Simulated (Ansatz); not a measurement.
Starting cell, TiSi2 (C49 type, space group Cmcm):

```
TiSi2
1.0
    1.76356    -6.76170     0.00000
    1.76356     6.76170     0.00000
    0.00000     0.00000     3.56562
Si Ti
4 2
Cartesian
  1.76356  -5.97344   2.67421
  1.76356   5.97344   0.89140
  1.76356   3.37701   2.67421
  1.76356  -3.37701   0.89140
  1.76356  -1.39584   2.67421
  1.76356   1.39584   0.89140
```

In this cell atom 2 (Si, nearest neighbour Si at 2.380 Å; its periodic images, 3.5 Å or more away, move with it) is moved by s along Cartesian z, unit vector (0.000, 0.000, 1.000); all other atoms and the cell stay fixed.

All values below come from r2SCAN (plane waves to 500 eV, PAW, scalar-relativistic; Ansatz, an electronic-structure program). k mesh 11×11×11 (Γ-centred), Fermi-Dirac smearing 0.05 eV. The energy includes the smearing's −TS. With partly filled bands, energies and forces of such displacements shift with the k mesh and the smearing. The PAW data are Ansatz's earlier set. This is one of several known forms of TiSi2; the measured ambient cells at hand have space group No. 70. TiSi2 is run without spin polarisation. TiSi2 was relaxed with its symmetry unable to fall. ΔE is measured from the undisplaced structure. The last digit holds for this mesh only.

```tsv
s (Å)	ΔE (meV/cell)
-0.240	431.2
-0.192	275.2
-0.144	154.5
-0.096	68.5
-0.048	17.1
0.000	0.0
0.048	17.1
0.096	68.5
0.144	154.5
0.192	275.2
0.240	431.2
```

Q: What force constant k = d²E/ds² at s = 0 does the table give?

A: 15 eV/Å². It is the second difference of the nearest points, corrected with the next pair.

Q: With k = 14.85 eV/Å² from the forces, is the well harmonic out to s = 0.240 Å?

A: ½ks² = 428 meV/cell against the computed 431 meV/cell, so the well is close to harmonic there.

(For displaced atoms, the force is minus the slope of the energy, and its curvature is a force constant, which sets phonon frequencies.)
